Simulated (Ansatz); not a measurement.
Mg$_{2}$C:
```xyz
3
Lattice="0.0000 2.7117 2.7117 2.7117 0.0000 2.7117 2.7117 2.7117 0.0000" Properties=species:S:1:pos:R:3 pbc="T T T"
C      0.0000     0.0000     0.0000
Mg     1.3559     1.3559     1.3559
Mg     4.0676     4.0676     4.0676
```

Relaxed with PBEsol.

Problem. Decompose the optical modes at the zone centre into irreducible representations, and say which are infrared and Raman allowed.

Solution. Point group m-3m: Γ_opt = T1u + T2g. Infrared: T1u. Raman: T2g.

Problem. Assign frequencies (DFPT, PBEsol (plane waves, PAW; program Ansatz); without the LO–TO term).

Solution. T2g 374, T1u 404 cm⁻¹.

Space group Fm-3m (anti-fluorite). A made-up cell: these elements were put on the sites of a structure type; neither database checked (COD, Materials Project) lists it. Its standing as an ambient phase is unchecked. Symmetry was held in the PBEsol relaxation; phonons on a q-mesh show no instability.

Potentials: the later of the program's two PAW sets.
